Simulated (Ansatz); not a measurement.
The cell is an ordered 8-atom cell of Ga4SbAs3 on the zincblende lattice (I-42m); cell and atoms were relaxed with r2SCAN. The symmetry is I-42m (No. 121, tetragonal); conventional cell a = 5.787 Å, c = 11.557 Å, 24.19 Å³ an atom. As is surrounded by 4 Ga at 2.48 Å; Ga is surrounded by 3 As at 2.45–2.48 Å and 1 Sb at 2.61 Å; As is surrounded by 4 Ga at 2.45 Å; Sb is surrounded by 4 Ga at 2.61 Å.

4 runs of Ansatz 0.2.0 on this cell differ in the functional (and in the settings that go with it). Levels are in eV from each run's valence top; v1 is the last filled band, c1 the first empty one.

Run A, mean stress +0.4 GPa (compression positive):

| point | v4 | v3 | v2 | v1 | c1 | c2 |
| --- | --- | --- | --- | --- | --- | --- |
| Γ | -2.86 | -0.01 | 0.00 | 0.00 | 1.01 | 2.02 |
| X | -1.45 | -1.19 | -0.96 | -0.87 | 1.25 | 1.71 |
| P | -1.56 | -1.54 | -0.99 | -0.99 | 2.36 | 2.36 |
| N | -2.47 | -2.23 | -1.57 | -1.16 | 3.50 | 3.53 |
| M | -2.06 | -2.06 | -1.51 | -1.51 | 1.85 | 2.03 |
| S | -2.30 | -2.20 | -1.22 | -1.10 | 2.07 | 3.20 |

Run B, mean stress +2.5 GPa (compression positive):

| point | v4 | v3 | v2 | v1 | c1 | c2 |
| --- | --- | --- | --- | --- | --- | --- |
| Γ | -2.63 | -0.01 | 0.00 | 0.00 | 0.20 | 1.41 |
| X | -1.32 | -1.11 | -0.89 | -0.81 | 0.56 | 1.00 |
| P | -1.44 | -1.42 | -0.92 | -0.92 | 1.65 | 1.65 |
| N | -2.31 | -2.08 | -1.45 | -1.10 | 2.74 | 2.78 |
| M | -1.90 | -1.90 | -1.40 | -1.40 | 1.29 | 1.45 |
| S | -2.12 | -2.04 | -1.14 | -1.02 | 1.47 | 2.48 |

Run C, mean stress +0.2 GPa (compression positive):

| point | v4 | v3 | v2 | v1 | c1 | c2 |
| --- | --- | --- | --- | --- | --- | --- |
| Γ | -2.93 | -0.01 | 0.00 | 0.00 | 1.57 | 2.64 |
| X | -1.49 | -1.23 | -0.99 | -0.90 | 1.84 | 2.31 |
| P | -1.60 | -1.58 | -1.02 | -1.02 | 2.98 | 2.98 |
| N | -2.54 | -2.29 | -1.61 | -1.20 | 4.15 | 4.17 |
| M | -2.12 | -2.12 | -1.55 | -1.55 | 2.47 | 2.65 |
| S | -2.36 | -2.26 | -1.25 | -1.13 | 2.68 | 3.84 |

Run D, mean stress 0.0 GPa (compression positive):

| point | v4 | v3 | v2 | v1 | c1 | c2 |
| --- | --- | --- | --- | --- | --- | --- |
| Γ | -2.73 | -0.01 | 0.00 | 0.00 | 0.64 | 1.67 |
| X | -1.38 | -1.16 | -0.92 | -0.84 | 0.89 | 1.35 |
| P | -1.51 | -1.48 | -0.95 | -0.95 | 1.96 | 1.96 |
| N | -2.37 | -2.14 | -1.51 | -1.13 | 3.04 | 3.08 |
| M | -1.98 | -1.98 | -1.45 | -1.45 | 1.56 | 1.72 |
| S | -2.20 | -2.11 | -1.18 | -1.06 | 1.74 | 2.80 |

Q: Match the runs to PBE, r2SCAN, HSE06, PBE0.

A: A is HSE06, B is PBE, C is PBE0, D is r2SCAN. In order of the gap: PBE 0.20, r2SCAN 0.64, HSE06 1.01, PBE0 1.57 eV.

No spin polarisation. The prototype was imposed, so other structures may be more stable.

No spin-orbit coupling is included; it can move band edges with weight on the heavy atoms by tenths of an eV.

The program warns that its thresholds are loose for a hybrid's stress.
